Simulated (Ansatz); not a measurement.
Data:

BN:
```xyz
4
Lattice="2.4889 0.0000 0.0000 -1.2445 2.1555 0.0000 0.0000 0.0000 6.4927" Properties=species:S:1:pos:R:3 pbc="T T T"
B      0.0000     1.4370     1.6232
B      1.2445     0.7185     4.8695
N      0.0000     1.4370     4.8695
N      1.2445     0.7185     1.6232
```

This is the LDA-relaxed structure.

Question: All from the program Ansatz at the LDA level (PAW), unless another level is named. Predict the electron effective mass.

Answer: 0.26, 2.1, 3.6 mₑ (principal values).

Question: Give the formation energy from the elements (no fitted shifts).

Answer: -1.46 eV/atom.

Question: What about the weight of the conduction-edge state by species (Voronoi cells)?

Answer: B 74 %, N 26 %.

Question: Give the valence-band maximum.

Answer: on the K–Γ line, 10 % of the way from K.

Question: Predict the conduction-band minimum.

Answer: at M (3 equivalent valleys).

Question: Next, the weight of the valence-edge state by species (Voronoi cells)?

Answer: N 89 %, B 11 %.

Space group P6_3/mmc. The cell was relaxed with LDA under the symmetry of its start; phonons on a q-mesh show no instability. A crystal of weakly bound layers computed without a dispersion correction: the cell and the soft elastic constants depend strongly on that. The references are the lowest solids computed at this level, not always the standard phases (solids in place of the gases).

Potentials: the later of the program's two PAW sets.

Edges and masses are those of Kohn–Sham bands, whose gap is no quasiparticle gap.
